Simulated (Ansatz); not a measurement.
## One run on NiPt (P4/mmm): anisotropy by the force theorem

Method: Ansatz, DFT, LDA, all-electron PAW with datasets made for the crystal, scalar-relativistic.

Command: `ansatz run input.yaml --threads 2 --pin off --max-ram 4096MiB --backend cpu --events-out ev --progress --plain --runs-dir out`

```yaml
crystal:
  lattice:
    - [2.7099397941, 0.0, 0.0]
    - [0.0, 2.7099397941, 0.0]
    - [0.0, 0.0, 3.57832]
  atoms:
    - { symbol: Ni, position: [0.5, 0.5, 0.5], spin: 0.6 }
    - { symbol: Pt, position: [0.0, 0.0, 0.0], spin: 0.2 }
magnetization:
  spin_polarized: true
kpoints:
  mp_grid: { grid: [10, 10, 7] }
scf:
  occupations: { method: fermi_dirac, width: 0.1 }
  lower_state_search: "off"
hamiltonian:
  xc: lda
  pseudopotentials: { kind: all_electron, datasets: crystal }
output:
  eigenvalues: false
  eigenstates:
    nscf_kmesh: { grid: [14, 14, 11] }
    top_band: c23
    magnetocrystalline_anisotropy:
      directions: [[0.0, 0.0, 1.0], [1.0, 0.0, 0.0], [0.70710678, 0.70710678, 0.0]]
```

Output:

```
settings of this run that can trade accuracy for cost: output.eigenvalues: false. Do not mix this run's numbers with those of runs without the same settings; the input reference describes each key
hamiltonian.pseudopotentials.datasets: crystal makes datasets for this crystal and solves the spheres of its atoms anew in each pass: cutoff 340.0 eV, the density's 1360.0 eV; for an error of 0.50 meV an atom under PBE, 1.0 meV for the cell; an energy difference from a run of another recipe may be off by several times the error for the cell, under r2SCAN by more, where some 0.1 meV an atom stays a …
Engine: ansatz 0.2.0
Pseudopotentials: kind: all_electron
Pseudopotential: Ni, paw, valence charge 18, recommended cutoff 340 eV (normal), crystal/all_electron/lda/scalar/gaussian/Ni, Koelling and Harmon's equation, gaussian nucleus
Pseudopotential: Pt, paw, valence charge 18, recommended cutoff 340 eV (normal), crystal/all_electron/lda/scalar/gaussian/Pt, Koelling and Harmon's equation, gaussian nucleus
Functional definition: SPW92
  exchange = slater_x
  correlation = pw_c
Crystal: 2 atoms, lattice volume = 26.278 Å³
Basis set: ecut = 340 eV, 371 PW (Γ)
Bands: 23, of which v1, the nominal top of the filled ones, is band 18 counted from 1 (17 counted from 0)
Symmetry: 16 space group operations
Space group: P4/mmm (ITA 123), of the structure as read, at distance tolerance 3.0e-5 Å
Magnetic group: BNS 123.339 (UNI 999), of the structure as read, at distance tolerance 3.0e-5 Å
k-points: 84 of 700
Non-local potential: Ni, projectors of the file, l = 0: 3, l = 1: 3, l = 2: 2
Non-local potential: Pt, projectors of the file, l = 0: 2, l = 1: 2, l = 2: 2
PAW form: soft (Blöchl's): semilocal exchange-correlation on the pseudo side does not see the compensation charge
PAW one-centre angular grid: Ni, 590 points (default); XC on its mesh's 1911 points in the sphere
PAW one-centre angular grid: Pt, 590 points (default); XC on its mesh's 1805 points in the sphere
Initial density: superposition of atomic densities (chi_scale 0.1, normalization cell)
Starting moments: Σ|m| = 0.8 μB on 2 of 2 sites
Initial wavefunctions: pseudopotential atomic-orbital guess
Functional: x = slater, c = lda
iter 1 solved again at ethr=1.76e-2 eV; its pass at ethr=1.00e-1 eV (dr2=6.35e0 eV) is discarded
SCF iter   1: F=—  HF=-541997.961241 eV  |F-HF|=—  |Δ(HF+E_count)|=         —  Δρ=9.22e-2 (↑7.92e-2 ↓9.22e-2)  dr2=6.58e0  dr2_m=1.42e-2  M=0.816 μB ∫|m|=0.831 μB  β_m=0.30  ethr=1.76e-2  ⟨swp⟩=2.1  Hψ=19259  notcnv=0
preconditioner: auto → none  [metal: Δε(μ)=0.001 eV  Ē_g=9.893 eV  σ=0.100 eV  W_gap=0.00  n_scr=6 (ndim 8)  ℏωp=32.4 eV  f_vac=0.000  D(μ)=3.82/eV (n_scr^D=56)  sad-step TF]
[...]
SCF iter  15: F=—  HF=-541996.253430 eV  |F-HF|=—  |Δ(HF+E_count)|=   3.63e-7  Δρ=1.00e-4 (↑4.29e-5 ↓1.00e-4)  dr2=5.74e-6  dr2_m=2.38e-7  M=0.791 μB ∫|m|=0.831 μB  β_m=0.78  ethr=3.23e-8  ⟨swp⟩=2.0  Hψ=7029  notcnv=0
SCF iter  16: F=—  HF=-541996.253429 eV  |F-HF|=—  |Δ(HF+E_count)|=   8.39e-7  Δρ=1.82e-5 (↑1.82e-5 ↓9.91e-6)  dr2=1.85e-7  dr2_m=6.54e-9  M=0.791 μB ∫|m|=0.831 μB  β_m=0.66  ethr=1.60e-8  ⟨swp⟩=3.0  Hψ=7389  notcnv=0
SCF iter  17: F=-541996.253429 eV  HF=-541996.253429 eV  |F-HF|=2.79e-9  |Δ(HF+E_count)|=   6.79e-8  Δρ=2.68e-6 (↑1.83e-6 ↓2.68e-6)  dr2=2.69e-9  dr2_m=6.66e-10  M=0.791 μB ∫|m|=0.831 μB  ethr=5.14e-10  ⟨swp⟩=3.0  Hψ=8543  notcnv=0
SCF 1 converged in 17 iterations: F = -541996.253429 eV  dr2 = 2.69e-9
  greatest PAW one-centre occupation: 1.007 electrons in one spin orbital (limit 2), on the Ni atom at site 0 (counted from 0), in its partial waves of l = 0
NSCF: frozen V_eff on 216 k-points
Magnetocrystalline anisotropy: 0 of 216 k-points coupled
Magnetocrystalline anisotropy: 64 of 216 k-points coupled
Magnetocrystalline anisotropy: 128 of 216 k-points coupled
Magnetocrystalline anisotropy: 192 of 216 k-points coupled
Magnetocrystalline anisotropy: 216 of 216 k-points coupled
SCF converged after 17 iterations
Magnetization: 0.7907 μB (18.3953 up, 17.6047 down)
Absolute magnetization: 0.8312 μB (∫|ρ↑−ρ↓|)
Spin contamination: -0.0409 ħ² per cell (⟨S²⟩ above its minimum at these occupations)
Per-site moments (μB) at R_I (Å): [(0.5584431164517557, 1.081425245951643), (0.24658778794393013, 1.081425245951643)]
Free energy (F): -541996.253429 eV
Harris-Foulkes:  -541996.253429 eV  (|F-HF|=2.79e-9)
Internal energy: -541996.138652 eV  (E = F + TS)
E sigma→0 (E₀):  -541996.196041 eV
Entropy (-TS):   -0.114776 eV (-57.388 meV/atom)
Past the cutoff: waves up to 1.5 times it would add -0.000112 eV an atom, which no energy here includes
By the cutoff:   a pressure is off by up to 0.012 GPa (6 times that energy over an atom's volume, and 0.004 GPa: a bound that held against runs at twice the plane waves)
Past the cutoffs: a stress includes -0.0009 GPa for waves and charges beyond them
In the spheres:  the bands' charges fall short by 2.2e-7 e at most (sound up to 1e-3)
Fermi energy:    23.657503 eV
--- Per-component energies (eV) ---
  E_band       = -302.385199
  E_kinetic    = 375.293266
  E_local      = -2741.276806  (includes V_loc(G=0)·N_el)
  E_nonlocal   = -922.233015
  E_hartree    = 1510.821331
  E_xc         = -124.904533
  E_vxc        = -162.013839  (∫ρ·V_xc dr)
  E_paw        = -545941.811133  (= ΣΔE_a)
  E_vpaw       = -11432.091464  (= ΣTr[D̂ρ^β])
  E_ewald      = -5710.322807
  E_smearing   = -0.114776  (= −TS)
  E_closure    = 11558.295045  (closes the sum)
  Σ components = -541996.253429   (vs F -541996.253429, Δ=0.00e0)
  The terms above E_closure are by the made datasets' own strengths, without shells solved beside the bands.
--- Band table (eV; the first three rows and the last of 168) ---
  k-point 0 ↑: bands = ["-78.8893", "-74.9918", "-39.7482", "-39.6671", "-39.6671", "-29.0712", "-28.9881", "-28.9881", "13.9252", "17.5781", "17.6390", "20.6352", "20.6352", "21.5115", "22.0742", "22.6416", "23.5331", "23.6880", "23.6880", "26.6430", "34.4614"]
  k-point 1 ↑: bands = ["-78.8893", "-74.9918", "-39.7482", "-39.6670", "-39.6670", "-29.0740", "-28.9881", "-28.9881", "14.1972", "17.6478", "17.7443", "20.7279", "20.7279", "21.4013", "22.1340", "22.5369", "23.4386", "23.4386", "23.4635", "25.4178", "35.8433"]
  k-point 2 ↑: bands = ["-78.8892", "-74.9918", "-39.7482", "-39.6669", "-39.6669", "-29.0803", "-28.9882", "-28.9882", "14.9366", "17.8197", "17.9821", "21.0046", "21.0046", "21.1390", "22.2601", "22.2979", "22.8386", "22.8386", "23.2758", "23.2776", "37.3866"]
  k-point 83 ↓: bands = ["-78.2215", "-74.8204", "-39.0956", "-39.0726", "-39.0726", "-29.1159", "-29.1159", "-28.8543", "17.6665", "18.8798", "18.8798", "20.6777", "21.4568", "21.4568", "22.6498", "22.8362", "23.6006", "24.6348", "30.5264", "30.5264", "30.9840"]
settings of this run that can trade accuracy for cost: output.eigenvalues: false. Do not mix this run's numbers with those of runs without the same settings; the input reference describes each key
```

magnetocrystalline_anisotropy.tsv:

```
# direction_x	direction_y	direction_z	energy_mev	energy_tetrahedra_mev	beyond_first_order_mev	atom_0_mev	atom_1_mev	spread_mev	spread_tetrahedra_mev	orbital_0_along_direction_mub	orbital_1_along_direction_mub
# format = ansatz-magnetocrystalline-anisotropy/3
# nscf_kmesh_grid = 14 14 11
# nscf_kmesh_shift = 0 0 0
# n_bands = 41
# occupation_method = fermi_dirac
# smearing_width_ev = 0.1
# xc_rung = lda
# a1_ang = 2.7099 0 0
# a2_ang = 0 2.7099 0
# a3_ang = 0 0 3.5783
# atom = 0 Ni 0.5 0.5 0.5
# atom = 1 Pt 0 0 0
# kernel_functional = own
# kernel_scale = 1.0442
# goldstone_residual = 0.028241
# bands_end_over_fermi_ev = 41.824
# easy_direction_run = 0
# easy_direction_tetrahedra = 0
0	0	1	0	0	0.0022917	0	0	0	0	0.0082484	0.048764
1	0	0	0.53578	0.71613	0.0020757	0.064269	0.28787	0.45562	1.9973	-0.02694	0.068396
0.70711	0.70711	0	0.53521	0.8053	0.0019838	0.066516	0.28197	0.30015	2.0099	-0.027235	0.068514
```

Site moments (μB): Ni1 0.56, Pt2 0.25. Cell moment 0.79 μB.

The magnetic group in the log treats spin as a scalar label, without spin–orbit coupling.

The Ansatz runs typed with the search for lower states off end where their start leads. The program couldn't verify every level among the many empty bands that the force theorem sums over. These are results for the start and cell typed. The real compound can order otherwise, in a larger cell, or not at all, since semilocal functionals at zero temperature often overstate magnetism.

It took 77 s on 2 threads of Arm Neoverse V1, on a shared host, peak memory 1.1 GiB.
